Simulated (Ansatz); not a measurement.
Data:

AlBN2:
```yaml
crystal:
  lattice:
    - [2.84984, 0.00000, 0.00000]
    - [-1.42492, 2.46803, 0.00000]
    - [0.00000, 0.00000, 4.66471]
  atoms:
    - { symbol: B, position: [0.33333, 0.66667, 0.01908] }
    - { symbol: N, position: [0.33333, 0.66667, 0.34420] }
    - { symbol: Al, position: [0.66667, 0.33333, 0.50070] }
    - { symbol: N, position: [0.66667, 0.33333, 0.90602] }
```

This is the PBEsol-relaxed structure. x, y and z are the axes in which the lattice vectors are written.

Task: All from PBEsol in the plane-wave PAW code Ansatz, unless another level is named. Predict the hole effective mass, band 1 of 2 at the edge.

Result: 4.0 along x, 3.9 along z (mₑ).

Task: Next, the HSE06 gap on the PBEsol cell?

Result: 5.46 eV.

Task: Next, the electron effective mass?

Result: 0.35, 0.62, 0.62 mₑ (principal values).

Task: What about the formation energy from the elements (no fitted shifts)?

Result: -1018 meV/atom.

Task: Give the valence-band maximum.

Result: at Γ.

Space group P3m1. The start of the workflow was typed in or built on a structure type; neither database checked (COD, Materials Project) lists it. Whether it is the stable phase at ambient conditions was not checked. The cell was relaxed with PBEsol under the symmetry of its start; whether a distortion lowers the energy is not shown. The references are the lowest solids computed at this level, not always the standard phases (solids in place of the gases).

Potentials: the earlier of the program's two PAW sets. The files were generated under PBE; for other functionals the program regenerates the frozen cores, and for LDA and PBEsol the local potential too.
